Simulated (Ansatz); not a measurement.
Tc (hcp (Mg type), P6_3/mmc) under volume change, the program Ansatz at the r²SCAN level (PAW), shape and atoms relaxed at each volume.

```json
[
 {"V (Å³/atom)": "12.927", "E − E(relaxed) (meV/atom)": "135.9", "P (GPa)": "37.07"},
 {"V (Å³/atom)": "13.353", "E − E(relaxed) (meV/atom)": "57.0", "P (GPa)": "22.67"},
 {"V (Å³/atom)": "13.779", "E − E(relaxed) (meV/atom)": "[?]", "P (GPa)": "[?]"},
 {"V (Å³/atom)": "14.206", "E − E(relaxed) (meV/atom)": "0.0", "P (GPa)": "0.00"},
 {"V (Å³/atom)": "14.632", "E − E(relaxed) (meV/atom)": "12.1", "P (GPa)": "-8.86"},
 {"V (Å³/atom)": "15.058", "E − E(relaxed) (meV/atom)": "45.9", "P (GPa)": "-16.37"},
 {"V (Å³/atom)": "15.484", "E − E(relaxed) (meV/atom)": "[?]", "P (GPa)": "[?]"}
]
```

Q: Complete the blanks.

A: 
- 15.484, E − E(relaxed) (meV/atom): 98.2
- 15.484, P (GPa): -22.73
- 13.779, E − E(relaxed) (meV/atom): 13.5
- 13.779, P (GPa): 10.42

Q: What does a third-order Birch–Murnaghan fit give for V₀, B₀ and B′?

A: V₀ = 14.21 Å³/atom, B₀ = 319 GPa, B′ = 4.4.

Symmetry was held in the r²SCAN relaxation. At this level the phase is dynamically unstable (imaginary phonons). No spin polarisation was allowed.

Potentials: the later of the program's two PAW sets.
